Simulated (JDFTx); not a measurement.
System: Ir(110) (Fm-3m bulk; lattice of mp-101, not re-optimised at this level), 1x1 cell of 8 atoms in 8 planes, area 10.50 Å² a face, 9.5 Å between the outermost planes in a cell 25.5 Å high; k mesh 8×6×1, Fermi width 0.01 Ha, no spin polarisation.

All numbers are PBE, GBRV ultrasoft potentials, plane waves to 20/100 Ha results from JDFTx (a modified build), not measurements. Vacuum. The outer atoms relax from bulk positions, keeping the cell's symmetry; the lattice is not PBE's own optimum in this code, and that strain can shift the moves by a few hundredths of an ångström. Input:

```
lattice \
  5.1497683269 0.0000000000 0.0000000000 \
  0.0000000000 7.2828722035 0.0000000000 \
  0.0000000000 0.0000000000 48.1880161780
coords-type Lattice
ion Ir 0.5000000000 0.5000000000 -0.1870194140 1
ion Ir 0.0000000000 0.0000000000 -0.1335852960 0
ion Ir 0.5000000000 0.5000000000 -0.0801511780 0
ion Ir 0.0000000000 0.0000000000 -0.0267170590 0
ion Ir 0.5000000000 0.5000000000 0.0267170590 0
ion Ir 0.0000000000 0.0000000000 0.0801511780 0
ion Ir 0.5000000000 0.5000000000 0.1335852960 0
ion Ir 0.0000000000 0.0000000000 0.1870194140 1
ion-species pseudo/ir_pbe_v1.2.upf
elec-cutoff 20 100
elec-ex-corr gga-PBE
coulomb-interaction Slab 001
coulomb-truncation-embed 0 0 0
kpoint-folding 8 6 1
elec-smearing Fermi 0.01
lcao-params 10
elec-n-bands 76
electronic-scf nIterations 100 energyDiffThreshold 1e-07
ionic-minimize nIterations 10 energyDiffThreshold 1e-5 knormThreshold 4e-4
dump-name vac.$VAR
dump End State Ecomponents EigStats BandEigs Forces ElecDensity IonicPositions Fillings Kpoints Dtot
```

Question: How far do the free atoms of the upper face move along the normal, and how much energy is released?

Answer: Ir (atom 8) -0.10 Å (positive: outward). The free energy falls by 0.125 eV per cell, 95 mJ/m².
